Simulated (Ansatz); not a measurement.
Relaxed PbF₂ (fluorite):

```xyz
3
Lattice="0.0000 3.0004 3.0004 3.0004 0.0000 3.0004 3.0004 3.0004 0.0000" Properties=species:S:1:pos:R:3 pbc="T T T"
Pb     0.0000     0.0000     0.0000
F      4.5006     4.5006     4.5006
F      1.5002     1.5002     1.5002
```

In this cell atom 1 (Pb, nearest neighbour F at 2.598 Å; its periodic images, 4.2 Å or more away, move with it) is moved by s along Cartesian x, unit vector (1.000, 0.000, 0.000); all other atoms and the cell stay fixed.

The numbers are results of PBE (plane waves to 420 eV, PAW, scalar-relativistic; Ansatz, a program for electronic structure), not measurements. k mesh 8×8×8 (Γ-centred), Fermi-Dirac smearing 0.05 eV. Energies are smeared free energies. PbF2 was relaxed with its symmetry unable to fall. Spin-orbit coupling is left out, though Pb is heavy. ΔE is measured from the undisplaced structure.

```csv
s (Å),ΔE (meV/cell)
-0.260,42.5
-0.208,25.6
-0.156,withheld
-0.104,5.9
-0.052,1.4
0.000,0.0
0.052,1.4
0.104,5.9
0.156,withheld
0.208,25.6
0.260,42.5
```

### Question
Fit an even polynomial form (powers 2, 4) to the given rows and predict ΔE at s = 0.156.

### Answer
Least squares on the 9 given rows: ΔE = (526.7)·s² + (1508)·s⁴, in meV/cell with s in Å; root-mean-square residual 0.02 meV/cell. At 0.156 the fit gives 13.7 meV/cell; the calculation gives 13.7 meV/cell, the same to the digits shown. The quadratic term alone would give 12.8 meV/cell.

(A displaced cell: forces are minus the slopes of the energy, force constants its curvatures, and phonons follow from these.)
